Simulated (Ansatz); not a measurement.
ZnAu:
```yaml
crystal:
  lattice:
    - [3.12860, 0.00000, 0.00000]
    - [0.00000, 3.12860, 0.00000]
    - [0.00000, 0.00000, 3.12860]
  atoms:
    - { symbol: Au, position: [0.00000, 0.00000, 0.00000] }
    - { symbol: Zn, position: [0.50000, 0.50000, 0.50000] }
```

Relaxed with PBEsol. Special points in fractions of this cell's reciprocal vectors: Γ (0.000, 0.000, 0.000); X (0.000, 0.500, 0.000); M (0.500, 0.500, 0.000); R (0.500, 0.500, 0.500).

Task: List the band energies nearest the Fermi level at these points for DFT-PBEsol with spin–orbit coupling in the program Ansatz with PAW potentials.

Result: In eV from the Fermi level; about four levels below and three above (degenerate sets whole), none deeper than 8.9 eV; points with the same levels are listed once.

```csv
k,below,above
Γ,-3.92 -3.92 -3.92 -3.92 -3.17 -3.17,4.02 4.02 5.24 5.24 5.24 5.24
X,-3.74 -3.74 -2.29 -2.29,10.02 10.02 10.33 10.33
M,-2.56 -2.56 -1.90 -1.90,0.85 0.85 2.61 2.61
R,-3.10 -3.10 -3.10 -3.10,1.36 1.36 2.46 2.46
```

Space group Pm-3m (CsCl type). Symmetry was held in the PBEsol relaxation; of distortions, only those at the zone centre were tested.

Potentials: the later of the program's two PAW sets.
